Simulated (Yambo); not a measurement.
G0W0@PBEsol for RbBH4 (space group F-43m, No. 216) in Yambo. Reference settings: 4×4×4 Γ-centred k mesh, 162 bands and a 6 Ry block in the screening, 162 bands in G with the Bruneval-Gonze terminator, plasmon pole fitted at 27.2 eV. The PBEsol gap Γ → X on this mesh is 5.90 eV; G0W0 gaps are taken between the same points.

```json
[
 {"change from the reference": "reference settings", "G0W0 gap Γ → X (eV)": "8.94", "shift of the valence edge (eV)": "-2.03"},
 {"change from the reference": "102 bands in W, 102 bands in G", "G0W0 gap Γ → X (eV)": "8.93", "shift of the valence edge (eV)": "-1.93"},
 {"change from the reference": "3 Ry block", "G0W0 gap Γ → X (eV)": "8.73", "shift of the valence edge (eV)": "-1.86"},
 {"change from the reference": "74 bands in W", "G0W0 gap Γ → X (eV)": "8.94", "shift of the valence edge (eV)": "-1.89"},
 {"change from the reference": "102 bands in G, no terminator", "G0W0 gap Γ → X (eV)": "8.83", "shift of the valence edge (eV)": "-1.75"},
 {"change from the reference": "no terminator", "G0W0 gap Γ → X (eV)": "8.88", "shift of the valence edge (eV)": "-1.90"},
 {"change from the reference": "no random integration", "G0W0 gap Γ → X (eV)": "8.83", "shift of the valence edge (eV)": "-1.83"},
 {"change from the reference": "2 Ry block", "G0W0 gap Γ → X (eV)": "[?]", "shift of the valence edge (eV)": "-1.80"}
]
```

Problem. Estimate the withheld gaps from the other rows; the computed values follow.

Solution. 
- 2 Ry block, G0W0 gap Γ → X (eV): 8.65

The reference isn't shown to be the converged limit.

Geometry of the Materials Project entry, not relaxed at this level; primitive cell a = b = c = 4.8836 Å, α = β = γ = 60.00°.

The structure is a Materials Project entry; no match was found in the copy of COD used, and its stability was not checked.

A shift is the quasiparticle energy of the state minus its PBEsol energy.
